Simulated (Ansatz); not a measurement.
A relaxation computed with Ansatz, from input to last step.

```yaml
crystal:
  lattice:
    - [2.7793495383, 0.0, 0.0]
    - [-1.3896747692, 2.4069873062, 0.0]
    - [0.0, 0.0, 4.147312835]
  atoms:
    - { symbol: Mn, position: [0.0, 0.0, 0.0], spin: 1.89 }
    - { symbol: Ga, position: [0.3333333333, 0.6666666667, 0.5] }
basis:
  ecutwfc: 420
kpoints:
  mp_grid: { grid: [18, 18, 10] }
hamiltonian:
  xc: pbesol
scf:
  occupations: { method: gaussian, width: 0.1 }
output:
  forces: true
  stress: true
  eigenvalues: true
  populations: true
  write_density: true
  write_potential: true
  elf: true
  volumetric_format: npy
magnetization:
  spin_polarized: true
relax:
  adjacent_minimum: "off"
  f_tol: 0.01
  max_steps: 30
  cell: { stress_tol: 0.1, fix: [volume] }
```

```bash
ansatz run input.yaml --threads 1 --pin off --max-ram 2560MiB --backend cpu --events-out ev --progress --plain --runs-dir out
```

Computed with DFT PBEsol, scalar-relativistic, plane waves, PAW (Ansatz 0.2.0).

The volume is held at 1.1 times that of the relaxed cell.

Of 4 frames 3 are shown, positions in Å and forces in eV/Å; the SCF threshold varies from step to step. Steps run on the plane waves of an earlier cell, with a Pulay correction in the pressure. The basis is chosen afresh for the last frame, the zero of the energies, and at times for earlier ones too; energy and pressure step there, also at an unchanged geometry.

```xyz
2
Lattice="2.7793 0.0000 0.0000 -1.3897 2.4070 0.0000 0.0000 0.0000 4.1473" Properties=species:S:1:pos:R:3:forces:R:3 pbc="T T T" step=1 free_energy_over_end_meV_per_atom=0.32 pressure_GPa=-9.68
Mn    0.0000    0.0000    0.0000    0.0000    0.0000    0.0000
Ga    0.0000    1.6047    2.0737    0.0000    0.0000    0.0000
2
Lattice="2.7843 0.0000 0.0000 -1.3922 2.4113 0.0000 0.0000 0.0000 4.1325" Properties=species:S:1:pos:R:3:forces:R:3 pbc="T T T" step=2 free_energy_over_end_meV_per_atom=0.04 pressure_GPa=-9.50
Mn    0.0000    0.0000    0.0000    0.0000    0.0000    0.0000
Ga    0.0000    1.6075    2.0663    0.0000    0.0000    0.0000
2
Lattice="2.7872 0.0000 0.0000 -1.3936 2.4138 0.0000 0.0000 0.0000 4.1240" Properties=species:S:1:pos:R:3:forces:R:3 pbc="T T T" step=4 free_energy_over_end_meV_per_atom=0.00 pressure_GPa=-9.40
Mn    0.0000    0.0000    0.0000    0.0000    0.0000    0.0000
Ga    0.0000    1.6092    2.0620    0.0000    0.0000    0.0000
```

The run took 110 s on 1 thread of Arm Neoverse V2 (shared host), peak memory 0.54 GiB.

Only parallel moments were tried here.